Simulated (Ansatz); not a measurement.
## BAs (zinc blende): scan of one atom of the cell

Relaxed BAs (zinc blende):

```xyz
2
Lattice="0.0000 2.3920 2.3920 2.3920 0.0000 2.3920 2.3920 2.3920 0.0000" Properties=species:S:1:pos:R:3 pbc="T T T"
As     3.5879     3.5879     3.5879
B      0.0000     0.0000     0.0000
```

In each cell atom 1 (As, nearest neighbour B at 2.071 Å; its periodic images, 3.4 Å or more away, move with it) moves by s·(1.000, 0.000, 0.000) (along Cartesian x), the rest being held.

The numbers are results of r2SCAN (plane waves to 500 eV, PAW, scalar-relativistic; Ansatz, a program for electronic structure), not measurements. k mesh 10×10×10 (Γ-centred), Fermi-Dirac smearing 0.05 eV. The energy includes the smearing's −TS. Stress and pressure are positive under compression. F∥ is the force on the atom along that direction. BAs was relaxed with its symmetry unable to fall. ΔE is measured from the undisplaced structure.

```json
[
 {"s (Å)": "-0.210", "ΔE (meV/cell)": "361", "F∥ (eV/Å)": "3.324", "P (GPa)": "2.84"},
 {"s (Å)": "-0.168", "ΔE (meV/cell)": "234", "F∥ (eV/Å)": "2.726", "P (GPa)": "1.83"},
 {"s (Å)": "-0.126", "ΔE (meV/cell)": "133", "F∥ (eV/Å)": "2.087", "P (GPa)": "1.04"},
 {"s (Å)": "-0.084", "ΔE (meV/cell)": "59", "F∥ (eV/Å)": "1.407", "P (GPa)": "0.46"},
 {"s (Å)": "-0.042", "ΔE (meV/cell)": "15", "F∥ (eV/Å)": "0.708", "P (GPa)": "0.11"},
 {"s (Å)": "0.000", "ΔE (meV/cell)": "0", "F∥ (eV/Å)": "0.000", "P (GPa)": "0.00"},
 {"s (Å)": "0.042", "ΔE (meV/cell)": "15", "F∥ (eV/Å)": "-0.708", "P (GPa)": "0.11"},
 {"s (Å)": "0.084", "ΔE (meV/cell)": "59", "F∥ (eV/Å)": "-1.407", "P (GPa)": "0.46"},
 {"s (Å)": "0.126", "ΔE (meV/cell)": "133", "F∥ (eV/Å)": "-2.087", "P (GPa)": "1.04"},
 {"s (Å)": "0.168", "ΔE (meV/cell)": "234", "F∥ (eV/Å)": "-2.726", "P (GPa)": "1.83"},
 {"s (Å)": "0.210", "ΔE (meV/cell)": "361", "F∥ (eV/Å)": "-3.324", "P (GPa)": "2.84"}
]
```

Derived quantities:

The energy at s = 0.210 Å is 361 meV/cell and the force along the line at s = -0.210 Å is 3.32 eV/Å. The force constant k = d²E/ds² at s = 0 (finite differences) is 16.9 eV/Å² and the zone-centre optical wavenumber from k (transverse: no LO-TO term) comes out as 697 cm⁻¹. Symmetry of the curve: even: the same for both signs. Shape of the curve: a single well with its minimum at or next to zero displacement. Harmonic estimate at the end of the scan: ½ks² = 372 meV/cell against the computed 361 meV/cell, so the well is close to harmonic there.

(For displaced atoms, the force is minus the slope of the energy, and its curvature is a force constant, which sets phonon frequencies.)
